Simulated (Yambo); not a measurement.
G0W0@LDA for CsVN$_{2}$ (space group Fd-3m, No. 227) in Yambo. Reference settings: 2×2×2 Γ-centred k mesh, bands 3 to 214 and a 7 Ry block in the screening, 214 bands in G with the Bruneval-Gonze terminator, plasmon pole fitted at 27.2 eV. The LDA gap L → Γ on this mesh is 0.53 eV; G0W0 gaps are taken between the same points.

With and without the terminator, as bands are cut:

| bands in G (in W) | gap, terminator (eV) | gap, none (eV) | valence shift, terminator (eV) | valence shift, none (eV) |
|---|---|---|---|---|
| 84 (214) | 1.225 | 1.317 | 0.271 | 1.016 |
| 141 (214) | 1.295 | 1.437 | 0.188 | 0.586 |
| 214 (214) | 1.330 | 1.469 | 0.166 | 0.378 |

Over this range the gap spans 0.105 eV with the terminator and 0.152 eV without, the valence shift 0.105 eV and 0.638 eV. Neither column has reached its limit for certain.

Geometry of the Materials Project entry, not relaxed at this level; primitive cell a = b = c = 5.9000 Å, α = β = γ = 60.00°.

The structure is a Materials Project entry; no match was found in the copy of COD used, and its stability was not checked.

The runs are not spin-polarised; magnetic order was not tried.

A shift is the quasiparticle energy of the state minus its LDA energy.
